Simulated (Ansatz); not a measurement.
Input, command and steps of an Ansatz relaxation.

```yaml
crystal:
  lattice:
    - [3.9897128101, 0.0, 0.0]
    - [0.0, 3.9897128101, 0.0]
    - [0.0, 0.0, 3.9897128101]
  atoms:
    - { symbol: Mo, position: [0.0, 0.5, 0.5] }
    - { symbol: Mo, position: [0.5, 0.0, 0.5] }
    - { symbol: Mo, position: [0.5, 0.5, 0.0] }
    - { symbol: As, position: [0.0, 0.0, 0.0] }
basis:
  ecutwfc: 420
kpoints:
  mp_grid: { grid: [4, 4, 4] }
hamiltonian:
  xc: pbe
scf:
  occupations: { method: gaussian, width: 0.1 }
  lower_state_search: "off"
output:
  forces: true
  stress: true
  eigenvalues: true
relax:
  adjacent_minimum: "off"
  f_tol: 0.04
  max_steps: 70
  cell: { stress_tol: 0.4 }
```

```bash
ansatz run input.yaml --threads 1 --pin off --max-ram 2560MiB --backend cpu --events-out ev --progress --plain --runs-dir out
```

Method: DFT PBE, scalar-relativistic, plane waves, PAW in Ansatz 0.2.0.

Of 5 frames 5 are shown, positions in Å and forces in eV/Å; the SCF threshold varies from step to step. Steps run on the plane waves of an earlier cell, with a Pulay correction in the pressure. The basis is chosen afresh for the last frame, the zero of the energies, and at times for earlier ones too; energy and pressure step there, also at an unchanged geometry. The mark taken_back stands on steps that the optimiser undid.

```xyz
4
Lattice="3.9897 0.0000 0.0000 0.0000 3.9897 0.0000 0.0000 0.0000 3.9897" Properties=species:S:1:pos:R:3:forces:R:3 pbc="T T T" step=1 free_energy_over_end_meV_per_atom=7.36 pressure_GPa=-5.54
Mo    0.0000    1.9949    1.9949    0.0000    0.0000    0.0000
Mo    1.9949    0.0000    1.9949    0.0000    0.0000    0.0000
Mo    1.9949    1.9949    0.0000    0.0000    0.0000    0.0000
As    0.0000    0.0000    0.0000    0.0000    0.0000    0.0000
4
Lattice="3.8897 0.0000 0.0000 0.0000 3.8897 0.0000 0.0000 0.0000 3.8897" Properties=species:S:1:pos:R:3:forces:R:3 pbc="T T T" step=2 free_energy_over_end_meV_per_atom=26.93 pressure_GPa=12.18 taken_back
Mo    0.0000    1.9449    1.9449    0.0000    0.0000    0.0000
Mo    1.9449    0.0000    1.9449    0.0000    0.0000    0.0000
Mo    1.9449    1.9449    0.0000    0.0000    0.0000    0.0000
As    0.0000    0.0000    0.0000    0.0000    0.0000    0.0000
4
Lattice="3.9574 0.0000 0.0000 0.0000 3.9574 0.0000 0.0000 0.0000 3.9574" Properties=species:S:1:pos:R:3:forces:R:3 pbc="T T T" step=3 free_energy_over_end_meV_per_atom=-0.05 pressure_GPa=-0.47
Mo    0.0000    1.9787    1.9787    0.0000    0.0000    0.0000
Mo    1.9787    0.0000    1.9787    0.0000    0.0000    0.0000
Mo    1.9787    1.9787    0.0000    0.0000    0.0000    0.0000
As    0.0000    0.0000    0.0000    0.0000    0.0000    0.0000
4
Lattice="3.9546 0.0000 0.0000 0.0000 3.9546 0.0000 0.0000 0.0000 3.9546" Properties=species:S:1:pos:R:3:forces:R:3 pbc="T T T" step=4 free_energy_over_end_meV_per_atom=-0.10 pressure_GPa=0.00
Mo    0.0000    1.9773    1.9773    0.0000    0.0000    0.0000
Mo    1.9773    0.0000    1.9773    0.0000    0.0000    0.0000
Mo    1.9773    1.9773    0.0000    0.0000    0.0000    0.0000
As    0.0000    0.0000    0.0000    0.0000    0.0000    0.0000
4
Lattice="3.9546 0.0000 0.0000 0.0000 3.9546 0.0000 0.0000 0.0000 3.9546" Properties=species:S:1:pos:R:3:forces:R:3 pbc="T T T" step=5 free_energy_over_end_meV_per_atom=0.00 pressure_GPa=0.00
Mo    0.0000    1.9773    1.9773    0.0000    0.0000    0.0000
Mo    1.9773    0.0000    1.9773    0.0000    0.0000    0.0000
Mo    1.9773    1.9773    0.0000    0.0000    0.0000    0.0000
As    0.0000    0.0000    0.0000    0.0000    0.0000    0.0000
```

The start puts this composition into another compound's structure type, which needn't suit it. At the end the space group is Pm-3m (tolerance 0.05 Å).

It took 8.2 s on 1 thread of Arm Neoverse V1 (shared host), peak memory 0.32 GiB.

The k mesh is coarse.